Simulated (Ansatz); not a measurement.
AlN (zinc blende)

```
AlN
1.0
    0.00000     4.36954     4.36954
    2.18477     2.18477     4.36954
    2.18477     2.18477     0.00000
N Al
2 2
Direct
  0.00000   0.75000   0.75000
  0.50000   0.75000   0.75000
  0.00000   0.00000   0.00000
  0.50000   0.00000   0.00000
```

The atoms are displaced by Q × the pattern below (from a DFPT mode at X = (0.5, 0.5, 0.0), largest move 1; Q in Å), at fixed cell. (q is in reciprocal vectors of the primitive cell; the cell shown is doubled to hold the pattern.)

| atom | x | y | z |
|---|---|---|---|
| N1 | 0.000 | 0.000 | 1.000 |
| N2 | 0.000 | 0.000 | -1.000 |

Atoms not listed stay in place.

The numbers are results of r2SCAN (plane waves to 500 eV, PAW, scalar-relativistic; Ansatz, an electronic-structure program), not measurements. k mesh 13×13×13 (Γ-centred), Fermi-Dirac smearing 0.05 eV. AlN was relaxed with its symmetry unable to fall. The PAW data are Ansatz's earlier set.

At one point of the scan the forces (eV/Å) are:

```
atom     Fx     Fy      Fz
----  -----  -----  ------
N1    0.000  0.000  -3.244
N2    0.000  0.000   3.244
Al3   0.000  0.000   0.000
Al4   0.000  0.000   0.000
```

Problem. Which point is it?
A. Q = 0.060 Å
B. Q = 0.120 Å
C. Q = 0.180 Å
D. Q = 0.030 Å

Solution. B, Q = 0.120 Å

(For displaced atoms, the force is minus the slope of the energy, and its curvature is a force constant, which sets phonon frequencies.)
